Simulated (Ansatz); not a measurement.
SiGe:
```
SiGe
1.0
    3.96546     0.00000     0.00000
    0.00000     3.96227     0.00000
    0.00000     0.00000    11.20488
Si Ge
4 4
Direct
  0.25000   0.00000   0.32073
  0.25000   0.50000   0.44007
  0.75000   0.50000   0.55993
  0.75000   0.00000   0.67927
  0.25000   0.00000   0.80397
  0.25000   0.50000   0.93489
  0.75000   0.50000   0.06511
  0.75000   0.00000   0.19603
```

Relaxed with PBE. Special points in fractions of this cell's reciprocal vectors: Γ (0.000, 0.000, 0.000); X (0.500, 0.000, 0.000); S (0.500, 0.500, 0.000); Y (0.000, 0.500, 0.000); Z (0.000, 0.000, 0.500); U (0.500, 0.000, 0.500); R (0.500, 0.500, 0.500); T (0.000, 0.500, 0.500).

**Question.** List the band energies nearest the valence-band maximum at these points for the program Ansatz at the PBE with spin–orbit coupling level (PAW).

**Answer.** In eV from the valence-band maximum; about four levels below and three above (degenerate sets whole), none deeper than 8.9 eV; points with the same levels are listed once.

| k | below | above |
|---|---|---|
| Γ | -0.05 -0.05 0.00 0.00 | 0.39 0.39 0.51 0.51 |
| X | -1.05 -1.05 -1.05 -1.05 | 0.63 0.63 0.63 0.63 |
| S | -2.97 -2.97 -2.97 -2.97 | 0.67 0.67 0.67 0.67 0.67 0.67 0.67 0.67 |
| Y | -1.33 -1.33 -1.04 -1.04 | 0.59 0.59 0.64 0.64 |
| Z | -0.80 -0.80 -0.66 -0.66 | 0.32 0.32 0.46 0.46 |
| U | -1.07 -1.07 -1.07 -1.07 | 1.55 1.55 1.55 1.55 |
| R | -3.33 -3.33 -3.33 -3.33 | 1.58 1.58 1.58 1.58 |
| T | -1.43 -1.43 -1.06 -1.06 | 1.60 1.60 1.62 1.62 1.63 1.63 |

Space group Pmma. The start of the workflow was typed in or built on a structure type; neither database checked (COD, Materials Project) lists it. Whether it is the stable phase at ambient conditions was not checked. The cell was relaxed with PBE under the symmetry of its start; whether a distortion lowers the energy is not shown.

Potentials: the later of the program's two PAW sets.
